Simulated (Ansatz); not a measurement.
A geometry of CeO₂ away from equilibrium: step 6 of the relaxation of a relaxed CeO2 cell shaken by Gaussian noise of σ = 0.08 Å a coordinate. Computed with r2SCAN (plane waves to 500 eV, PAW, scalar-relativistic; Ansatz, a program for electronic structure). Γ-centred k-mesh 5×5×5 on the run's cell (coarser than for final values), Fermi–Dirac smearing 0.05 eV. The plane waves were selected for a different cell earlier on the path.

```xyz
9
Lattice="5.9492 0.0572 -0.0336 -2.9251 5.0575 -0.0337 -0.0257 -0.0447 4.1240" Properties=species:S:1:pos:R:3 pbc="T T T"
O      0.7141     1.8197     1.0357
O      3.8510    -0.2505     1.0519
O     -1.7180     3.4969     1.0480
O     -1.3285     1.5528     3.0388
O      2.2305     3.2694     3.0475
O      1.9841     0.2625     3.0545
Ce    -0.0380    -0.0010    -0.0394
Ce     2.9628     1.7063     1.3476
Ce    -0.0554     3.3867     2.6636
```

Give the Cartesian forces on all atoms (eV/Å).


```csv
atom,Fx,Fy,Fz
O1,0.10,0.07,-0.05
O2,0.29,-0.09,-0.26
O3,-0.20,0.04,-0.16
O4,0.16,-0.10,0.18
O5,-0.25,-0.30,-0.07
O6,-0.20,0.29,0.21
Ce7,-0.05,0.21,0.12
Ce8,-0.16,0.09,-0.04
Ce9,0.32,-0.22,0.08
```

The path ends in P321 (No. 150). No spin polarisation in the result. The d or f electrons are treated with no Hubbard U. The f-shell occupation is the one the SCF fell into and was not checked against other states.

The end of the path is a generated cell of CeO2: the first start was made by placing the elements on the sites of a structure type, and the end was not matched to a known phase here, so it may be hypothetical. Known forms of CeO2 include space group No. 225.
